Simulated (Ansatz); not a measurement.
Input, command and steps of an Ansatz relaxation.

```yaml
crystal:
  lattice:
    - [2.9065, 0.0, 0.0]
    - [-1.45325, 2.5171028361, 0.0]
    - [0.0, 0.0, 2.8366]
  atoms:
    - { symbol: W, position: [0.0, 0.0, 0.0] }
    - { symbol: C, position: [0.6666666667, 0.3333333333, 0.5] }
basis:
  ecutwfc: 500
kpoints:
  mp_grid: { grid: [18, 18, 14] }
hamiltonian:
  xc: r2scan
scf:
  occupations: { method: gaussian, width: 0.1 }
output:
  forces: true
  stress: true
  eigenvalues: true
  write_density: true
  write_potential: true
  elf: true
  volumetric_format: npy
relax:
  adjacent_minimum: "off"
  f_tol: 0.005
  max_steps: 80
  cell: { stress_tol: 0.05 }
```

```bash
ansatz run input.yaml --threads 1 --pin off --max-ram 2560MiB --backend cpu --events-out ev --progress --plain --runs-dir out
```

Theory: DFT r2SCAN, scalar-relativistic, plane waves, PAW in Ansatz.

Of 5 frames 4 are shown, positions in Å and forces in eV/Å; the SCF threshold varies from step to step. Steps run on the plane waves of an earlier cell, with a Pulay correction in the pressure. The basis is chosen afresh for the last frame, the zero of the energies, and at times for earlier ones too; energy and pressure step there, also at an unchanged geometry. The mark taken_back stands on steps that the optimiser undid.

```xyz
2
Lattice="2.9065 0.0000 0.0000 -1.4532 2.5171 0.0000 0.0000 0.0000 2.8366" Properties=species:S:1:pos:R:3:forces:R:3 pbc="T T T" step=1 free_energy_over_end_meV_per_atom=0.23 pressure_GPa=1.42
W     0.0000    0.0000    0.0000    0.0000    0.0000    0.0000
C     1.4532    0.8390    1.4183    0.0000    0.0000    0.0000
2
Lattice="2.9212 0.0000 0.0000 -1.4606 2.5298 0.0000 0.0000 0.0000 2.8279" Properties=species:S:1:pos:R:3:forces:R:3 pbc="T T T" step=2 free_energy_over_end_meV_per_atom=0.73 pressure_GPa=-1.06 taken_back
W     0.0000    0.0000    0.0000    0.0000    0.0000    0.0000
C     1.4606    0.8433    1.4139    0.0000    0.0000    0.0000
2
Lattice="2.9121 0.0000 0.0000 -1.4560 2.5219 0.0000 0.0000 0.0000 2.8357" Properties=species:S:1:pos:R:3:forces:R:3 pbc="T T T" step=3 free_energy_over_end_meV_per_atom=0.02 pressure_GPa=0.09
W     0.0000    0.0000    0.0000    0.0000    0.0000    0.0000
C     1.4560    0.8406    1.4178    0.0000    0.0000    0.0000
2
Lattice="2.9121 0.0000 0.0000 -1.4560 2.5219 0.0000 0.0000 0.0000 2.8361" Properties=species:S:1:pos:R:3:forces:R:3 pbc="T T T" step=5 free_energy_over_end_meV_per_atom=0.00 pressure_GPa=0.01
W     0.0000    0.0000    0.0000    0.0000    0.0000    0.0000
C     1.4560    0.8407    1.4181    0.0000    0.0000    0.0000
```

It took 55 s on 1 thread of Intel(R) Xeon(R) Platinum 8488C (Sapphire Rapids) (shared host), peak memory 0.56 GiB.

Spin–orbit coupling is left out, which can shift energies with elements as heavy as these.